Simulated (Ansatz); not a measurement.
Mg:
```
Mg
1.0
    0.00000     2.21634     2.21634
    2.21634     0.00000     2.21634
    2.21634     2.21634     0.00000
Mg
1
Direct
  0.00000   0.00000   0.00000
```

Relaxed with LDA. Special points in fractions of this cell's reciprocal vectors: Γ (0.000, 0.000, 0.000); X (0.500, 0.000, 0.500); U (0.625, 0.250, 0.625); K (0.375, 0.375, 0.750); L (0.500, 0.500, 0.500); W (0.500, 0.250, 0.750).

List the band energies nearest the Fermi level at these points for the program Ansatz at the LDA level (PAW).

In eV from the Fermi level; about four levels below and three above (degenerate sets whole), none deeper than 8.9 eV; … stands for higher levels left out; points with the same levels are listed once.

```csv
k,below,above
Γ,-7.13,…
X,-0.21,0.83 6.23 …
U,–,0.64 0.93 2.06
L,-1.74 -1.31,…
W,–,1.49 1.49 2.03
```

Space group Fm-3m (fcc (Cu type)). The first step of the workflow began from a Materials Project structure, measured or hypothetical; the Crystallography Open Database copy checked does not list it. It is not the phase usual at ambient conditions (space group No. 194). The cell was relaxed with LDA under the symmetry of its start; its stability against distortions is not shown here.

Potentials: the later of the program's two PAW sets.
